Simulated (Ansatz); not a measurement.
Input:

Sr3Ti2O7 (space group I4/mmm)

Space group I4/mmm (No. 139); a = b = 3.886 Å, c = 20.213 Å, α = β = γ = 90.00°

```tsv
atom	site	symmetry	x	y	z
Sr	4e	4mm	0.0000	0.0000	0.3158
Sr	2b	4/mmm	0.0000	0.0000	0.5000
Ti	4e	4mm	0.0000	0.0000	0.0978
O	8g	2mm.	0.0000	0.5000	0.0963
O	4e	4mm	0.0000	0.0000	0.1941
O	2a	4/mmm	0.0000	0.0000	0.0000
```
(The calculation used a cell of 12 atoms; values per cell refer to that cell.)

The volume is varied about the relaxed value V₀ at fixed cell shape. The atoms relax within the cell's symmetry.

These are PBEsol (plane waves to 420 eV, PAW, scalar-relativistic; Ansatz, a program for electronic structure) values and carry that method's errors. k mesh 10×10×10 (Γ-centred), Fermi-Dirac smearing 0.05 eV. Energies are smeared free energies. Compression counts positive. With the shape held, the modulus is that of even scaling; a crystal free to change shape is softer. Sr3Ti2O7 is run without spin polarisation. Sr3Ti2O7 was relaxed with its symmetry unable to fall. ΔE is measured from the relaxed starting cell.

The scan covers V/V₀ from 0.840 to 1.160 in 13 points.

Question: What is ΔE at V/V₀ = 0.840?

Answer: 215.0 meV/atom.

Question: What is ΔE at V/V₀ = 1.160?

Answer: 111.0 meV/atom.

Question: What pressure does the cell carry at V/V₀ = 0.840?

Answer: 39.7 GPa.

(Under strain, the slope of the energy per volume gives the stress and its curvature an elastic modulus.)
